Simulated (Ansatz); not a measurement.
La:
```xyz
4
Lattice="3.6490 0.0000 0.0000 -1.8245 3.1601 0.0000 0.0000 0.0000 11.7573" Properties=species:S:1:pos:R:3 pbc="T T T"
La     0.0000     0.0000     0.0000
La     0.0000     0.0000     5.8787
La     0.0000     2.1067     2.9393
La     1.8245     1.0534     8.8180
```

Relaxed with PBEsol. Special points in fractions of this cell's reciprocal vectors: Γ (0.000, 0.000, 0.000); M (0.500, 0.000, 0.000); K (0.333, 0.333, 0.000); A (0.000, 0.000, 0.500); L (0.500, 0.000, 0.500); H (0.333, 0.333, 0.500).

List the band energies nearest the Fermi level at these points for plane-wave PAW PBEsol (Ansatz code).

In eV from the Fermi level; about four levels below and three above (degenerate sets whole), none deeper than 8.9 eV; points with the same levels are listed once.

| k | below | above |
|---|---|---|
| Γ | -3.19 -1.91 -1.83 -1.81 | 0.54 0.69 1.25 |
| M | -1.22 -0.80 -0.31 -0.24 | 0.43 1.06 1.19 |
| K | -1.09 -1.09 -0.79 -0.59 -0.59 | 0.15 0.31 0.31 |
| A | -2.67 -2.67 -1.79 -1.79 | 0.73 0.73 1.30 1.30 |
| L | -1.51 -1.51 -1.25 -1.25 | 0.61 0.61 1.33 1.33 |
| H | -0.40 -0.40 0.00 0.00 | 0.07 0.07 0.98 0.98 |

Space group P6_3/mmc (dhcp (α-La type)). The cell was relaxed with PBEsol under the symmetry of its start; of distortions, only those at the zone centre were tested. Spin–orbit coupling is left out wherever it is not named.

Potentials: the earlier of the program's two PAW sets.
